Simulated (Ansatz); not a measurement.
Starting structure of a cell relaxation (symmetry kept):

```
Mn Ga
1.0
    -2.79814    2.79814    2.79814
     2.79814   -2.79814    2.79814
     2.79814    2.79814   -2.79814
Mn Ga
1 4
Direct
  0.00000 0.00000 0.00000
  0.00000 0.00000 0.50000
  0.00000 0.50000 0.00000
  0.50000 0.00000 0.00000
  0.50000 0.50000 0.50000
```

Method: DFT PBEsol, scalar-relativistic, plane waves, PAW in Ansatz.

Cutoff 420 eV; k points 10×10×10 on the computed 5-atom cell (Γ-centred); Gaussian smearing, width 0.10 eV; collinear spin from starting moments 0.74 0 0 0 0 μB.

Task: What does it relax to?

Result: The volume goes down by 0.80 Å³/atom to 16.73 Å³/atom, and the energy falls by 11.4 meV/atom. The cell ends with a moment of 0.53 μB (only this magnetic start was tried). Final structure:
```cif
data_structure
_symmetry_space_group_name_H-M 'P 1'
_symmetry_Int_Tables_number 1
_cell_length_a 4.7717
_cell_length_b 4.7717
_cell_length_c 4.7717
_cell_angle_alpha 109.471
_cell_angle_beta 109.471
_cell_angle_gamma 109.471
_cell_volume 83.64
loop_
_atom_site_label
_atom_site_type_symbol
_atom_site_fract_x
_atom_site_fract_y
_atom_site_fract_z
_atom_site_occupancy
Mn1 Mn 0.00000 0.00000 0.00000 1
Ga1 Ga 0.00000 0.00000 0.50000 1
Ga2 Ga 0.00000 0.50000 0.00000 1
Ga3 Ga 0.50000 0.00000 0.00000 1
Ga4 Ga 0.50000 0.50000 0.50000 1
```

Only parallel moments were tried here.

Cost: 1 run of about 2.9 core-minutes, on Intel Xeon Processor @ 2.70GHz (shared hosts).